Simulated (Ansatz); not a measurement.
TaCuN2: enthalpy under pressure, worked through

Computed with DFT PBEsol, scalar-relativistic, plane waves, PAW (Ansatz 0.2.0). Settings: 420 eV cutoff, 12×12×12 k-mesh, Gaussian smearing of 0.02 eV, no spin polarisation.

The relaxed crystal:

```
CELL_PARAMETERS angstrom
1.56077 0.90111 5.78084
-1.56077 0.90111 5.78084
0.00000 -1.80222 5.78084
ATOMIC_POSITIONS crystal
Ta 0.50000 0.50000 0.50000
Cu 0.00000 0.00000 0.00000
N 0.10557 0.10557 0.10557
N 0.89443 0.89443 0.89443
```

Cell and atoms were relaxed at each target pressure within the start's symmetry (R-3m), at zero temperature; other phases can be more stable under pressure. H = E + PV with P the target; E is the free energy at the smearing used, whose derivative the pressure is, per atom and counted from zero pressure. The mesh named is that at zero pressure; some other pressures ran on another.

Spin-orbit coupling is left out, which matters for the bands and energies of heavy elements.

| P (GPa) | V (Å³/atom) | E − E0 (meV) | H − H0 (meV) |
| --- | --- | --- | --- |
| 0 | 12.196 | 0.0 | 0.0 |
| 3 | 12.029 | 1.6 | 226.8 |
| 8 | 11.783 | 10.0 | 598.4 |
| 15 | 11.471 | 32.2 | 1106.2 |
| 30 | 10.914 | 109.5 | 2153.2 |
| 60 | 10.079 | 339.5 | 4114.0 |

Question: Thermodynamics gives dH/dP = V along a relaxed path. Integrate V over P by the trapezoid rule and compare with the computed enthalpies.

Answer: With 1 eV/Å³ = 160.22 GPa, each step adds the mean volume times ΔP / 160.22:
| P (GPa) | ∫V dP (meV) | H − H0 (meV) | difference (meV) |
| --- | --- | --- | --- |
| 3 | 226.8 | 226.8 | 0.0 |
| 8 | 598.4 | 598.4 | 0.0 |
| 15 | 1106.3 | 1106.2 | 0.1 |
| 30 | 2154.3 | 2153.2 | 1.1 |
| 60 | 4119.7 | 4114.0 | 5.7 |

V(P) curves upward, so the trapezoid rule runs high; integrating a smooth curve through the same points (P as a polynomial of degree 4 in ln V) puts that excess at about 5.9 meV at 60 GPa, against the 5.7 meV found.

Question: At 60 GPa, how much of the enthalpy change is stored energy and how much is the PV term?

Answer: E rises by 340 meV/atom and PV is 60 × 10.079 / 160.22 = 3775 meV/atom, so PV makes 92 % of ΔH. So between rival structures at high pressure a small difference in volume can outweigh the difference in energy: 1 % of this volume is worth 37.7 meV/atom at this pressure.

Question: What bulk modulus do the lowest pressures give?

Answer: From the pressures that the runs reached, -3.04 GPa (12.372 Å³) and 3.06 GPa (12.029 Å³), B = −ΔP/Δln V = 6.10 / 0.0281 = 217 GPa, a mean over that range.

Question: The gap is 0.406 eV at -3.04 GPa and 0.341 eV at 3.06 GPa. What pressure coefficient and volume deformation potential follow?

Answer: dE_g/dP = -10.6 meV/GPa, and a_V = dE_g/d ln V = −B dE_g/dP = 2.30 eV. A gap that closes or barely moves under pressure is usual where the conduction edge lies away from the zone centre, has d character, or where the bands broaden faster than they shift. If the edges move to other points of the zone within the range, this is a mean of two slopes. Gaps are Kohn–Sham gaps over the whole zone.